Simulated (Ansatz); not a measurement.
MoIr₃ (Cu3Au type, space group No. 221), DFT-PBEsol in the program Ansatz with PAW potentials, all energies at zero smearing, with the estimated change up to a 700 eV cutoff added, with one set of potentials and settings (totals compare only within such a set). Cell of 4 atoms (3 Ir, 1 Mo): -40299.969 eV.

| element | reference phase | E (eV/atom) |
|---|---|---|
| Ir | Fm-3m, 1 atoms in the cell | -11800.4472 |
| Mo | Im-3m, 1 atoms in the cell | -4897.5018 |

Formation energy per atom, worked out: (-40299.969 − 3×(-11800.4472) − 1×(-4897.5018))/4 = -0.281 eV/atom (-27 kJ per mol of atoms), at 0 K, without zero-point energy or fitted corrections.

Space group Pm-3m (Cu3Au type). A made-up cell: these elements were put on the sites of a structure type; neither database checked (COD, Materials Project) lists it. COD files the formula under space group No. 194. Its standing as an ambient phase is unchecked. Symmetry was held in the PBEsol relaxation; its stability against distortions is not shown here. No spin polarisation was allowed. The references are the lowest solids computed at this level, not always the standard phases. Scalar-relativistic: spin–orbit coupling is off unless named, which matters more the heavier the elements.

Potentials: the earlier of the program's two PAW sets. The files were generated under PBE; for other functionals the program regenerates the frozen cores, and for LDA and PBEsol the local potential too.
